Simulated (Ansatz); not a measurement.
Data:

CaB$_{2}$C$_{2}$:
```
CELL_PARAMETERS angstrom
     -2.67272     2.67272     3.69629
      2.67272    -2.67272     3.69629
      2.67272     2.67272    -3.69629
ATOMIC_POSITIONS crystal
  Ca 0.75000 0.75000 0.00000
  Ca 0.25000 0.25000 0.00000
  B  0.36145 0.86145 0.22290
  B  0.63855 0.13855 0.77710
  B  0.86145 0.63855 0.50000
  B  0.13855 0.36145 0.50000
  C  0.65961 0.84039 0.50000
  C  0.34039 0.15961 0.50000
  C  0.84039 0.34039 0.18078
  C  0.15961 0.65961 0.81922
```

This is the r²SCAN-relaxed structure.

**Question.** All from DFT-r²SCAN in the program Ansatz with PAW potentials, unless another level is named. Predict the formation energy from the elements (no fitted shifts).

**Answer.** -0.43 eV/atom.

**Question.** Give the hole effective mass.

**Answer.** 0.26, 0.80, 1.3 mₑ (principal values).

**Question.** Predict the weight of the conduction-edge state by species (Voronoi cells).

**Answer.** B 55 %, Ca 28 %, C 17 %.

**Question.** What about the weight of the valence-edge state by species (Voronoi cells)?

**Answer.** C 75 %, B 14 %, Ca 12 %.

Space group I4/mcm. The first step of the workflow began from a Materials Project structure, measured or hypothetical; the Crystallography Open Database copy checked does not list it. With B and C taken as one species the cell has the higher symmetry P4/mmm, so it may be an ordered model of a mixed-site phase. Its standing as an ambient phase is unchecked. Symmetry was held in the r²SCAN relaxation; whether a distortion lowers the energy is not shown. The references are the lowest solids computed at this level, not always the standard phases.

Potentials: the later of the program's two PAW sets.

Edges and masses are those of Kohn–Sham bands, whose gap is no quasiparticle gap.
